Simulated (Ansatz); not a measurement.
A distorted cell of PbTe (rock salt):

```yaml
crystal:
  lattice:
    - [0.00000, 6.53422, 6.53422]
    - [3.26711, 0.00000, 3.26711]
    - [3.26711, 3.26711, 0.00000]
  atoms:
    - { symbol: Te, position: [0.00000, 0.00000, 0.00000] }
    - { symbol: Te, position: [0.50000, 0.00000, 0.00000] }
    - { symbol: Pb, position: [0.32499, 0.35002, 0.64998] }
    - { symbol: Pb, position: [0.75000, 0.50000, 0.50000] }
```

These are r2SCAN (plane waves to 500 eV, PAW, scalar-relativistic; Ansatz, an electronic-structure program) values and carry that method's errors. k mesh 7×7×7 (Γ-centred), Fermi-Dirac smearing 0.05 eV. The energy includes the smearing's −TS. Compression counts positive. PbTe was relaxed with its symmetry unable to fall. Spin-orbit coupling is left out, though Pb and Te are heavy.

Task: What forces act on the atoms (eV/Å, Cartesian)?

Result: 
| atom | Fx | Fy | Fz |
|---|---|---|---|
| Te1 | 0.091 | -0.275 | -0.091 |
| Te2 | 0.138 | 10.402 | -0.138 |
| Pb3 | 0.517 | -11.272 | -0.517 |
| Pb4 | -0.746 | 1.145 | 0.746 |

Task: Give the stress tensor in GPa and the pressure.

Result: 
```
    0.3      0.5      0.2
    0.5     28.6     -0.5
    0.2     -0.5      0.3
```
The pressure, a third of the trace, is 9.7 GPa.

Task: In it atom 3 sits (0.000, 0.980, 0.000) Å away from its relaxed site. What is its energy relative to the relaxed cell?

Result: 2958 meV/cell.

(For displaced atoms, the force is minus the slope of the energy, and its curvature is a force constant, which sets phonon frequencies.)
